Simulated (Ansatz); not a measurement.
Ru:
```
CELL_PARAMETERS angstrom
      2.70880     0.00000     0.00000
     -1.35440     2.34589     0.00000
      0.00000     0.00000     8.70082
ATOMIC_POSITIONS crystal
  Ru 0.00000 0.00000 0.00000
  Ru 0.00000 0.00000 0.50000
  Ru 0.33333 0.66667 0.25000
  Ru 0.66667 0.33333 0.75000
```

Relaxed with PBE. Special points in fractions of this cell's reciprocal vectors: Γ (0.000, 0.000, 0.000); M (0.500, 0.000, 0.000); K (0.333, 0.333, 0.000); A (0.000, 0.000, 0.500); L (0.500, 0.000, 0.500); H (0.333, 0.333, 0.500).

List the band energies nearest the Fermi level at these points for PBE in the plane-wave PAW code Ansatz.

In eV from the Fermi level; about four levels below and three above (degenerate sets whole), none deeper than 8.9 eV; … stands for higher levels left out; points with the same levels are listed once.

```tsv
k	below	above
Γ	-0.77 -0.77 -0.06 -0.06	0.59 0.59 1.15
M	-2.19 -1.53 -0.94 -0.88	1.55 1.56 1.58
K	-2.62 -2.62 -2.60 -1.07 -1.07	0.14 0.14 0.97
A	-0.36 -0.36 -0.36 -0.36	…
L	-0.83 -0.83 -0.28 -0.28	0.85 0.85 1.60 1.60
H	-1.06 -1.06 -0.24 -0.24	1.14 1.14 1.47 1.47
```

Space group P6_3/mmc (dhcp (α-La type)). A made-up cell: these elements were put on the sites of a structure type. Its sites differ from those of the usual phase in this space group: another stacking or structure type. The cell was relaxed with PBE under the symmetry of its start; of distortions, only those at the zone centre were tested. The run is not spin-polarised. Spin–orbit coupling is left out wherever it is not named.

Potentials: the later of the program's two PAW sets.
